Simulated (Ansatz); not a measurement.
NaTb2Sc2FeO9 (space group Cmmm, from a cell of Ba2ScTi2BiO9)

The computed numbers are results of PBE, scalar-relativistic (collinear spin) in the plane-wave PAW code Ansatz at 420 eV, 4×4×6 k-mesh, Gaussian smearing of 0.05 eV. The datasets are Ansatz's generated set soft_2.

```
CELL_PARAMETERS angstrom
3.11219 -8.48202 0.00000
3.11219 8.48202 0.00000
0.00000 0.00000 3.91348
ATOMIC_POSITIONS crystal
Tb 0.62687 0.37313 0.00000
Tb 0.37313 0.62687 0.00000
Fe 0.00000 0.00000 0.00000
O 0.10759 0.89241 0.00000
O 0.89241 0.10759 0.00000
O 0.50000 0.50000 0.00000
O 0.41118 0.18797 0.50000
O 0.00000 0.50000 0.50000
O 0.58882 0.81203 0.50000
O 0.50000 0.00000 0.50000
O 0.18797 0.41118 0.50000
O 0.81203 0.58882 0.50000
Na 0.50000 0.50000 0.50000
Sc 0.16011 0.83989 0.50000
Sc 0.83989 0.16011 0.50000
```

The start was a prototype's sites filled with these elements, not a measured cell.

Magnetic state: ferrimagnetic, site spin moments Tb 5.94; Fe -3.03; O -0.12, -0.53 μB.

The cell is relaxed to zero pressure at this level.

Path: Γ–Y–C0 | Σ0–Γ–Z–A0 | E0–T–Y | Γ–S–R–Z–T, with Γ = (0.000, 0.000, 0.000), Y = (-0.500, 0.500, 0.000), C0 = (-0.284, 0.716, 0.000), Σ0 = (0.284, 0.284, 0.000), Z = (0.000, 0.000, 0.500), A0 = (0.284, 0.284, 0.500), E0 = (-0.284, 0.716, 0.500), T = (-0.500, 0.500, 0.500), S = (0.000, 0.500, 0.000), R = (0.000, 0.500, 0.500) in reciprocal vectors of the calculation's cell.

Question: Is it a metal or an insulator, and if it has a gap, where are the band edges on this path?

Answer: A metal: bands cross the Fermi level.

Bands as a text map, energy in eV from the Fermi level (dashes), each leg drawn with the same width, + spin up, o spin down, # both:
```
  5.57 |##################################################################
  5.14 |############################+########+##############+++###########
  4.71 |##################################################################
  4.29 |####################################################++############
  3.86 |+###++++++oo#++ ++++###################++++ +##oo#################
  3.43 |    oooo#####       ##################+oo     ###o  o##########+##
  3.00 |   +###+     #+    +  ###oo       ##   +#   +#          oo########
  2.57 |###o          o####o                     ###o                     
  2.14 |                                                                  
  1.71 |                                                                  
  1.29 |++++++++++++++++++++++++++++++++++++++++++++++++++++++++++++++++++
  0.86 |######################oooo###############################ooooo####
  0.43 |###oooooo############################oooo#########################
  0.00 |ooo######o##oooooooo#####################ooooo####################
 -0.43 |##########oo########oo####oooooo#####o########ooooooooooo#########
 -0.86 |############################o########################o############
 -1.29 |##################################################################
 -1.71 |##################################################################
 -2.14 |##################################################################
 -2.57 |##################################################################
 -3.00 |##################################################################
 -3.43 |###############################o#####################ooo##########
 -3.86 |##################################################################
 -4.29 |######################+++#################################++++####
 -4.71 |##################################################################
 -5.14 |+++++++++++++++++++  oooooooooooooooo  +++++++++++  oooooooooooooo
 -5.57 |oooooooooooooooooooooo               ooooooooooooooo              
 -6.00 |                                                                  
        Γ    Y    CΣ     Γ     Z     AE    T    YΓ     S     R     Z     T
```

Without a U or exact exchange the f states pile up at the Fermi level, so the metal found here may be the functional's error. For elements this heavy, spin–orbit coupling would shift levels and gaps; it isn't included here. The run wasn't fully tested for a lower electronic state. Site moments are of spin, integrated over atomic spheres.

The state of the open shells isn't shown to be the lowest, and forces and pressures are less sure for it.
